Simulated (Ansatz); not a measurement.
RbHgF3:
Space group Pm-3m (No. 221); a = 4.5340 Å, b = 4.5340 Å, c = 4.5340 Å, α = 90.00°, β = 90.00°, γ = 90.00°

```tsv
atom	site	symmetry	x	y	z
Rb	1a	m-3m	0.0000	0.0000	0.0000
Hg	1b	m-3m	0.5000	0.5000	0.5000
F	3c	4/mm.m	0.0000	0.5000	0.5000
```

This is the PBEsol-relaxed structure.

Q: All from PBEsol (plane waves, PAW; program Ansatz), unless another level is named. Give the Bader charges.

A: Rb +0.91, Hg +1.23, F -0.71 e.

Q: Predict the electronic dielectric constant ε∞ (DFPT).

A: 3.12.

Q: Give the Born charges (a third of the trace).

A: Rb +1.24, Hg +2.64, F -1.29 e.

The workflow started from a Materials Project entry (that database holds measured and hypothetical structures alike); the Crystallography Open Database files this formula in space group No. 221, but the cells were not matched. Its standing as an ambient phase is unchecked. The cell was relaxed with PBEsol under the symmetry of its start; whether a distortion lowers the energy is not shown. Spin–orbit coupling is left out wherever it is not named.

Potentials: the later of the program's two PAW sets.
